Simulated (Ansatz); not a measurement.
Input:

SiC:
```cif
data_CSi
_chemical_formula_sum 'C1 Si1'
_space_group_name_H-M_alt 'P 1'
_space_group_IT_number 1
_cell_length_a 3.09694
_cell_length_b 3.09694
_cell_length_c 3.09694
_cell_angle_alpha 60.000
_cell_angle_beta 60.000
_cell_angle_gamma 60.000
loop_
_space_group_symop_operation_xyz
  'x, y, z'
loop_
_atom_site_label
_atom_site_type_symbol
_atom_site_fract_x
_atom_site_fract_y
_atom_site_fract_z
_atom_site_occupancy
C1 C 0.75000 0.75000 0.75000 1
Si1 Si 0.00000 0.00000 0.00000 1
```

This is the PBE-relaxed structure.

**Question.** All from PBE (plane waves, PAW; program Ansatz), unless another level is named. Predict the static dielectric constant ε0 (ions relaxed, cell fixed).

**Answer.** 10.4.

**Question.** What about the largest static χ(2) component?

**Answer.** 25 pm/V.

**Question.** And the electronic dielectric constant ε∞ (DFPT)?

**Answer.** 7.01.

**Question.** And the Bader charges?

**Answer.** C -2.75, Si +2.75 e.

Space group F-43m (zinc blende). The cell was relaxed with PBE under the symmetry of its start; phonons on a q-mesh show no instability.

Potentials: the later of the program's two PAW sets.
